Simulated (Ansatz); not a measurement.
Fcc Pt (110), 5 layers, DFT, PBEsol, PAW with Ansatz's default frozen-core files, scalar-relativistic (Ansatz 0.2.0), on 2 threads of Intel(R) Xeon(R) 6975P-C (Granite Rapids) (shared host).

Command: `ansatz run input.yaml --threads 2 --pin off --max-ram 4096MiB --backend cpu --events-out ev --progress --plain --runs-dir out`

```yaml
crystal:
  lattice:
    - [2.7716650196, 0.0, 0.0]
    - [0.0, 3.919726261, 0.0]
    - [0.0, 0.0, 21.5433]
  atoms:
    - { symbol: Pt, position: [0.0, 0.0, 0.3713444543] }
    - { symbol: Pt, position: [0.5, 0.5, 0.435672227] }
    - { symbol: Pt, position: [0.0, 0.0, 0.5] }
    - { symbol: Pt, position: [0.5, 0.5, 0.564327773] }
    - { symbol: Pt, position: [0.0, 0.0, 0.6286555457] }
kpoints:
  mp_grid: { grid: [12, 9, 1] }
scf:
  occupations: { method: fermi_dirac, width: 0.1 }
hamiltonian:
  xc: pbesol
  pseudopotentials: { kind: paw }
output:
  forces: true
  stress: true
  eigenvalues: true
  populations: true
efield:
  axis: 3
  amplitude: 0
  dipole_correction: true
```

(1) How large is the problem that the program sets up?

(2) About how long does it take, and how much memory?

Answers

(1) 35 irreducible k-points, 4579 plane waves at Γ, 54 bands.

(2) 12 s of wall time for 10 SCF iterations, with a peak of 0.65 GiB. Times on shared machines scatter by tens of per cent.
